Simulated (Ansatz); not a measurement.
TaNOF:
```xyz
4
Lattice="3.8795 0.0000 0.0000 0.0000 3.9453 0.0000 0.0000 0.0000 4.0708" Properties=species:S:1:pos:R:3 pbc="T T T"
Ta     0.0000     0.0000     0.0000
N      0.0000     1.9727     0.0000
O      1.9398     0.0000     0.0000
F      0.0000     0.0000     2.0354
```

Relaxed with PBEsol. Special points in fractions of this cell's reciprocal vectors: Γ (0.000, 0.000, 0.000); X (0.500, 0.000, 0.000); S (0.500, 0.500, 0.000); Y (0.000, 0.500, 0.000); Z (0.000, 0.000, 0.500); U (0.500, 0.000, 0.500); R (0.500, 0.500, 0.500); T (0.000, 0.500, 0.500).

Task: List the band energies nearest the Fermi level at these points for PBEsol (plane waves, PAW; program Ansatz).

Result: In eV from the Fermi level; about four levels below and three above (degenerate sets whole), none deeper than 8.9 eV; points with the same levels are listed once.

| k | below | above |
|---|---|---|
| Γ | -4.83 -2.30 -2.29 -2.14 | 0.18 0.26 0.46 |
| X | -4.77 -3.56 -3.50 -0.60 | 0.15 0.18 1.96 |
| S | -4.84 -4.81 -3.51 -1.98 | 0.64 4.88 5.36 |
| Y | -2.15 -2.07 -2.05 -2.01 | 1.92 4.82 5.95 |
| Z | -2.63 -2.41 -2.34 -0.35 | 0.28 0.41 2.08 |
| U | -3.47 -2.37 -0.54 -0.44 | 0.09 3.30 4.99 |
| R | -4.82 -4.79 -2.34 -0.87 | 0.67 5.61 6.41 |
| T | -2.29 -2.24 -1.96 -0.95 | 3.25 5.98 6.38 |

Space group Pmmm. The start of the workflow was typed in or built on a structure type; neither database checked (COD, Materials Project) lists it. Whether it is the stable phase at ambient conditions was not checked. The cell keeps a stress of up to 0.3 GPa. The cell was relaxed with PBEsol under the symmetry of its start. At this level the phase is dynamically unstable (imaginary phonons). No spin polarisation was allowed. With an odd number of electrons in the cell and no spin polarisation, the count alone makes it a metal. Scalar-relativistic: spin–orbit coupling is off unless named, which matters more the heavier the elements.

Potentials: the earlier of the program's two PAW sets. The files were generated under PBE; for other functionals the program regenerates the frozen cores, and for LDA and PBEsol the local potential too.
